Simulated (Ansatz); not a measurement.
TiSb, DFT, PBEsol, all-electron PAW with datasets made for the crystal, scalar-relativistic (Ansatz 0.2.0), run on 1 thread of Intel(R) Xeon(R) Platinum 8488C (Sapphire Rapids) on a shared host.

The cell was built from the NiAs type and relaxed in the same program, and has space group P6_3/mmc; it needn't be a known or the stable phase.

Command: `ansatz run input.yaml --threads 1 --pin off --max-ram 3072MiB --backend cpu --events-out ev --progress --plain --runs-dir out`

```yaml
crystal:
  lattice:
    - [3.9897275233, 0.0, 0.0]
    - [-1.9948637617, 3.4552053894, 0.0]
    - [0.0, 0.0, 6.1837208126]
  atoms:
    - { symbol: Ti, position: [0.0, 0.0, 0.0] }
    - { symbol: Ti, position: [0.0, 0.0, 0.5] }
    - { symbol: Sb, position: [0.3333333333, 0.6666666667, 0.25] }
    - { symbol: Sb, position: [0.6666666667, 0.3333333333, 0.75] }
kpoints:
  mp_grid: { grid: [12, 12, 7] }
  band_path:
    path:
      - [0.0, 0.0, 0.0]
      - [0.5, 0.0, 0.0]
      - [0.3333333333, 0.3333333333, 0.0]
      - [0.0, 0.0, 0.0]
      - [0.0, 0.0, 0.5]
      - [0.5, 0.0, 0.5]
      - [0.3333333333, 0.3333333333, 0.5]
      - [0.0, 0.0, 0.5]
      - [0.5, 0.0, 0.5]
    npoints: 8
scf:
  occupations: { method: fermi_dirac, width: 0.05 }
hamiltonian:
  xc: pbesol
  pseudopotentials: { kind: all_electron, datasets: crystal }
output:
  forces: true
  stress: true
  eigenvalues: true
  efg: { contact_densities: true }
```

How large is the problem that the program sets up?

76 irreducible k-points, 797 plane waves at Γ, 39 bands.

About how long does it take, and how much memory does it use?

40 s of wall time for 11 SCF iterations, with a peak of 0.87 GiB. Times on shared machines scatter by tens of per cent.

And the same cell and mesh by all-electron LAPW, asked for forces, stress, eigenvalues, populations, dos and the same band path, on the same hardware?

58 s, peak memory 0.75 GiB.

And the same cell and mesh by PAW with the default files, asked for forces, stress, eigenvalues, efg, populations, bader, dos, write_density, write_potential, elf and the same band path, on the same hardware?

43 s, peak memory 0.56 GiB.
